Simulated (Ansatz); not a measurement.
Theory: Ansatz 0.2.0, DFT PBE, scalar-relativistic, plane waves, PAW. All cells share a 420 eV cutoff and Γ-centred k meshes spaced about 0.3 Å⁻¹ or finer (0.25 for metals, 2π included). No spin polarisation.

Relaxed forms of P₄C:

Cell 1.

```cif
data_structure
_symmetry_space_group_name_H-M 'C2/m'
_symmetry_Int_Tables_number 12
_cell_length_a 26.1748
_cell_length_b 3.1166
_cell_length_c 5.5432
_cell_angle_alpha 90.000
_cell_angle_beta 97.869
_cell_angle_gamma 90.000
_cell_volume 447.94
loop_
_atom_site_label
_atom_site_type_symbol
_atom_site_symmetry_multiplicity
_atom_site_Wyckoff_symbol
_atom_site_fract_x
_atom_site_fract_y
_atom_site_fract_z
_atom_site_occupancy
P1 P 4 i 0.04708 0.00000 0.80258 1
P2 P 4 i 0.12311 0.00000 0.05396 1
P3 P 4 i 0.15786 0.50000 0.84066 1
P4 P 4 i 0.23208 0.50000 0.10453 1
C1 C 4 i 0.48047 0.00000 0.06866 1
```

Cell 2.

```cif
data_structure
_symmetry_space_group_name_H-M 'Immm'
_symmetry_Int_Tables_number 71
_cell_length_a 4.9934
_cell_length_b 5.0546
_cell_length_c 6.6640
_cell_angle_alpha 90.000
_cell_angle_beta 90.000
_cell_angle_gamma 90.000
_cell_volume 168.20
loop_
_atom_site_label
_atom_site_type_symbol
_atom_site_symmetry_multiplicity
_atom_site_Wyckoff_symbol
_atom_site_fract_x
_atom_site_fract_y
_atom_site_fract_z
_atom_site_occupancy
P1 P 4 i 0.00000 0.00000 0.74934 1
P2 P 4 j 0.50000 0.00000 0.16722 1
C1 C 2 a 0.00000 0.00000 0.00000 1
```

Q: Order them by Kohn–Sham gap, widest first, and say which is lowest in energy.

A: Gaps on the mesh: 1.31 eV for cell 1, none for cell 2. Lowest in energy is cell 1; cell 2 lies 464 meV/atom higher. The lowest form also has the widest gap. Counting P atoms around C (those within 1.25 times the shortest such distance or 1.15 times the sum of covalent radii, 1.27 where that leaves under three): cell 1 (C2/m, 22.4 Å³/atom) has C 2 and P–P chains (shortest 2.22 Å) and C–C pairs (shortest 1.36 Å); cell 2 (Immm, 16.8 Å³/atom) has C 2 and P–P pairs (shortest 2.23 Å).

Gaps are read on each cell's k mesh and can be smaller between its points; Kohn–Sham gaps at this level usually fall short of measured ones, and a small gap can close altogether. Even the lowest cell shown lies +0.22 eV/atom against the elements' standard structures at this level. No dispersion correction is applied, so the spacing and binding between layers, chains or molecules are poorly described (C2/m), and this can change margins and order among such cells. Trial moments fell under 0.15 μB along the way in Immm; another start might hold them. With atoms moved at random, cell 1 came back. Cell 2 had no clear such test and can be a saddle point. Some types were kept out of the candidates beforehand, so the set may lack a known form.
